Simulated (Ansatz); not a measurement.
InGaAs2:
```yaml
crystal:
  lattice:
    - [4.10182, 0.00000, 0.00000]
    - [0.00000, 4.10182, 0.00000]
    - [0.00000, 0.00000, 5.84568]
  atoms:
    - { symbol: In, position: [0.00000, 0.00000, 0.50000] }
    - { symbol: Ga, position: [0.50000, 0.50000, 0.00000] }
    - { symbol: As, position: [0.50000, 0.00000, 0.76989] }
    - { symbol: As, position: [0.00000, 0.50000, 0.23011] }
```

Relaxed with LDA. Special points in fractions of this cell's reciprocal vectors: Γ (0.000, 0.000, 0.000); X (0.000, 0.500, 0.000); M (0.500, 0.500, 0.000); Z (0.000, 0.000, 0.500); R (0.000, 0.500, 0.500); A (0.500, 0.500, 0.500).

List the band energies nearest the Fermi level at these points for LDA in the plane-wave PAW code Ansatz.

In eV from the Fermi level; about four levels below and three above (degenerate sets whole), none deeper than 8.9 eV; points with the same levels are listed once.

| k | below | above |
|---|---|---|
| Γ | -0.22 -0.16 -0.01 -0.01 | 1.41 1.74 3.74 3.74 |
| X | -3.41 -3.13 -1.54 -0.91 | 2.00 3.08 4.79 |
| M | -2.80 -2.63 -2.63 -2.46 | 1.29 1.29 1.50 |
| Z | -2.00 -2.00 -1.31 -1.31 | 1.80 1.86 2.73 |
| R | -1.50 -1.19 -1.15 -0.81 | 0.51 1.01 4.20 |
| A | -3.46 -3.34 -3.27 -3.27 | 4.26 4.34 4.35 4.35 |

Space group P-4m2. The first step of the workflow began from a Materials Project structure, measured or hypothetical; the Crystallography Open Database copy checked does not list it. With In and Ga taken as one species the cell has the higher symmetry F-43m, so it may be an ordered model of a mixed-site phase. Whether it is the stable phase at ambient conditions was not checked. The LDA relaxation kept the symmetry of its start; of distortions, only those at the zone centre were tested. The Fermi level of a semimetal is unsure by some 0.05 eV on such meshes. Spin–orbit coupling is left out wherever it is not named.

Potentials: the later of the program's two PAW sets.
